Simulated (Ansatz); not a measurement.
SnO (litharge type, space group P4/nmm)

```xyz
4
Lattice="3.8371 0.0000 0.0000 0.0000 3.8371 0.0000 0.0000 0.0000 4.7586" Properties=species:S:1:pos:R:3 pbc="T T T"
Sn     1.9185     0.0000     1.1584
Sn     0.0000     1.9185     3.6002
O      0.0000     0.0000     0.0000
O      1.9185     1.9185     0.0000
```

The slice is a (010) plane (indices of the conventional cell) through the point (0.500, 0.500, 0.000) (fractional), spanned by u = [100] and v = [001] in vectors of this cell: u (3.84 Å) and v (4.76 Å, at 90° to u). It covers one period; positions are fractions (u, v).

The numbers are results of PBE-D3(BJ) (plane waves to 420 eV, PAW, scalar-relativistic; Ansatz, an electronic-structure program), not measurements. k mesh 12×12×10. Near the nuclei the fields are pseudised (PAW); where an atom keeps semicore shells as valence, they peak there. At this level the bands of SnO touch or barely overlap; measurements give the solid a gap. SnO was relaxed with its symmetry unable to fall.

### Question
What is the ELF at the midpoint of the shortest Sn–O line in this plane (2.24 Å)?

### Answer
0.2.

### Question
What is the valence density on the shortest Sn–O line in this plane (2.24 Å), at its midpoint?

### Answer
0.46 e/Å³.

### Question
Predict the map of the valence electron density on the slice.

### Answer
```
|%%#*+=-======-=+*#%|
|%##*+==++**++==+*##|
|***+==+*####*+==+**|
|++====*#%@@%#*====+|
|==--=+*%@@@@%*+=--=|
|----=+*%@@@@%*+=---|
|:::--+*#@@@@#*+--::|
|..::-=+#%%%%#+=-::.|
|...:-=+**##**+=-:..|
|...::-=++++++=-::..|
| ...:--======--:...|
|  ..::--------::.. |
|  ...::::--::::... |
|.......::::::......|
|...................|
|.....          ....|
|::...          ...:|
|-:::..        ..:::|
|=---:.        .:---|
|++=--:.      .:--=+|
|**+=-::.    .::-=+*|
|%##+=-:......:-=+##|
|%%#*+--::::::--+*#%|
|%%%*+=--------=+*%%|
```
Scale: ten equal steps from -1.65 (start of ' ') to 1.20 (end of '@'), in the order ' .:-=+*#%@'. Values: log₁₀ of the valence density in e/Å³. The map has 19 points along u (one character each, u = 0 at the left) and 24 along v (v = 0 in the bottom row). The scale is logarithmic, as a density can span decades between atoms and voids.
